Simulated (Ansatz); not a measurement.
# Random displacements in Al3GaN4

Level of theory: DFT r2SCAN, scalar-relativistic, plane waves, PAW (Ansatz 0.2.0). The runs took a 500 eV cutoff, a Γ-centred 6×8×4 mesh and Gaussian smearing (0.05 eV). No spin polarisation. Energies are free energies at this smearing, counted from the undisturbed cell; pressure is positive in compression.

The undisturbed cell (relaxed at this level; it needn't be the usual structure):

```xyz
8
Lattice="5.0381 0.0000 0.0001 0.0000 3.1249 0.0000 -0.0033 0.0000 5.4104" Properties=species:S:1:pos:R:3 pbc="T T T"
Al    2.5196    1.5625    0.9049
Al    0.0006    1.5625    4.5171
Al    0.0040    0.0000    1.7943
Ga    2.5143    0.0000    3.6045
N     0.5556    0.0000    3.6050
N     0.6175    1.5625    0.9043
N     3.1481    1.5625    4.5485
N     3.1397    0.0000    1.7631
```

The atoms are displaced (Å, in the unstrained cell):

```
atom ux uy uz
 Al1   0.030   0.073  -0.032
 Al2  -0.176  -0.126  -0.070
 Al3   0.276  -0.019   0.027
 Ga4   0.088   0.135  -0.011
  N5  -0.019   0.006   0.056
  N6  -0.078   0.026   0.083
  N7  -0.134  -0.133   0.070
  N8   0.012   0.037  -0.124
```

Strain (Voigt, engineering shear): (-0.0107, 0.0024, 0.0132, 0.0047, 0.0006, -0.0116).

Task: What are the energy change, the stress and the forces?

Result: ΔE = 260.7 meV/atom; stress (xx, yy, zz, yz, xz, xy; compression positive) (-0.18, 13.92, 3.19, 10.49, 0.52, 2.38) GPa; gap on the mesh 2.99 eV.
| atom | Fx (eV/Å) | Fy | Fz |
| --- | --- | --- | --- |
| Al1 | -1.07 | -0.89 | 1.51 |
| Al2 | 2.36 | 2.18 | 2.08 |
| Al3 | -2.70 | 1.04 | 0.32 |
| Ga4 | -2.22 | -4.30 | -2.96 |
| N5 | -0.04 | -1.64 | -0.62 |
| N6 | 1.70 | -1.03 | -2.12 |
| N7 | 1.99 | 4.08 | -0.78 |
| N8 | -0.02 | 0.55 | 2.56 |

Cost: 1 run of about 0.29 core-minutes, on AMD EPYC 9R45 (Zen 5) (shared hosts).